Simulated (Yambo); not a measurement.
CdOFH (space group P2_1, No. 4, within 0.06 Å of Pmn2_1), G0W0@LDA in Yambo; all else as in the reference (4×2×2 Γ-centred k mesh, bands 9 to 155 and a 7 Ry block in the screening, 155 bands in G with the Bruneval-Gonze terminator, plasmon pole fitted at 27.2 eV). One parameter is varied: the cutoff of the wavefunctions in Yambo, over 10, 20, 30, 50, 102 Ry.

From which value on does the gap (0, 0, -0.5) → Γ stay within 0.05 eV of the largest setting?

From 50 Ry on.
| cutoff of the wavefunctions in Yambo (Ry) | G0W0 gap (eV) | valence shift (eV) |
|---|---|---|
| 10 | 3.35 | -0.42 |
| 20 | 3.55 | -0.77 |
| 30 | 3.72 | -0.95 |
| 50 | 3.78 | -1.01 |
| 102 | 3.79 | -1.02 |
The last step of the sweep still moves the gap by 4 meV; the other settings are held fixed.

Spin-orbit coupling is not included.

Geometry of the Materials Project entry, not relaxed at this level; primitive cell a = 3.5344 Å, b = 4.8447 Å, c = 5.6280 Å, α = 90.00°, β = 90.08°, γ = 90.00°.

The structure is a Materials Project entry; no match was found in the copy of COD used, and its stability was not checked.

A shift is the quasiparticle energy of the state minus its LDA energy.
